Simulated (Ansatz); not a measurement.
GaIr (Pm-3m), stationary points along a deformation path

Computed with DFT PBEsol, scalar-relativistic, plane waves, PAW in Ansatz. The runs took a 420 eV cutoff, a Γ-centred 18×18×18 mesh and Gaussian smearing (0.15 eV). Spin–orbit coupling is left out, which can shift energies with elements as heavy as these. No spin polarisation. Energies are free energies at this smearing, counted from the undisturbed cell; pressure is positive in compression.

Zero of the scan (as given, not relaxed at this level; it stands at 4.0 GPa, and it needn't be the usual structure):

```
Ga Ir
1.0
     3.00400    0.00000    0.00000
     0.00000    3.00400    0.00000
     0.00000    0.00000    3.00400
Ga Ir
1 1
Direct
  0.00000 0.00000 0.00000
  0.50000 0.50000 0.50000
```

At fixed volume and fractional coordinates, lengths along (0.577, 0.577, 0.577) are scaled against those across it; ρ is that ratio over its starting value. V = 13.554 Å³/atom. Δσ is the stress along the axis less the mean stress across it (compression positive).

```csv
ρ,ΔE (meV/atom),Δσ (GPa),space group
0.500,12074.4,1000.30,R-3m
0.600,4731.8,481.85,R-3m
0.710,1527.6,217.46,R-3m
0.850,215.7,58.91,R-3m
0.930,31.5,17.58,R-3m
1.000,0.0,0.00,Pm-3m
1.080,22.8,-10.08,R-3m
1.200,116.2,-21.04,R-3m
1.410,362.8,-31.40,R-3m
1.700,687.6,-25.89,R-3m
2.000,822.1,0.00,Fm-3m
```

Q: How does the stress give the slope of the energy, and where is the energy stationary?

A: Along the path d ln(length) is 2/3 d ln ρ on the axis and −1/3 d ln ρ across it, so dE/d ln ρ = −(2/3) V Δσ: the energy falls with ρ where Δσ is positive. Δσ vanishes or changes sign at ρ = 1.000 (Pm-3m), a minimum at 0.0 meV/atom; at ρ = 2.000 (Fm-3m, an end of the scan), at 822.1 meV/atom. Pairs of stationary points between two samples would go unseen, and could change a minimum read from distant neighbours into a maximum. At ρ = 1.000, 2.000 the cell is cubic, where symmetry alone makes the stress isotropic and the slope zero.

Q: Which shear constant sets the curvature at ρ = 1?

A: For a cubic crystal E/V = (2/3) C (ln ρ)² with C = C44, so Δσ = −2C ln ρ. The parabola of Δσ against ln ρ through ρ = 0.930, 1 and 1.080 gives C ≈ 94 GPa with the ions clamped, rough because the steps are large. It is the stress–strain coefficient at this cell's pressure of 4.0 GPa, not the zero-pressure constant.

In a metal these slopes depend on the k mesh and the smearing.

Cost: 11 runs of about 2.4 core-minutes in all, on Arm Neoverse V1 (shared hosts).